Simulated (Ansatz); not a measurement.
The relaxed structure here is a generated cell of GaP: the first start was made by placing the elements on the sites of a structure type, and the end was not matched to a known phase here, so it may be hypothetical. Known forms of GaP include space group No. 216.

A structure of GaP relaxed with PBEsol (plane waves to 420 eV, PAW, scalar-relativistic; Ansatz, a program for electronic structure); single points at other levels follow on the same geometry (Ansatz, PAW; HSE06 at 420 eV on a 4×4×6 k-mesh; no spin-orbit coupling). Space group P4₂/mnm (No. 136).

Space group P4₂/mnm (No. 136); a = 6.6443 Å, b = 6.6443 Å, c = 3.8480 Å, α = 90.00°, β = 90.00°, γ = 90.00°

| atom | site | symmetry | x | y | z |
|---|---|---|---|---|---|
| Ga | 4f | m.2m | 0.1762 | 0.1762 | 0.0000 |
| P | 4g | m.2m | 0.3175 | 0.3175 | 0.5000 |

| level | gap (eV) | kind | conduction minimum |
|---|---|---|---|
| PBEsol | 1.04 | indirect | A |
| HSE06 | … | – | … |

Question: Some entries are withheld; supply them.

Answer: 
- HSE06, gap (eV): 1.87
- HSE06, conduction minimum: A

HSE06 gaps come from a coarse mesh plus a few chosen points, so they may be too large. No spin polarisation in the result.

The run could not lose the symmetry of its start, so the end can be a saddle point.

It was reached from a disturbed copy of a P6₃/mmc (No. 194) cell, against which it lies -0.27 eV/atom.
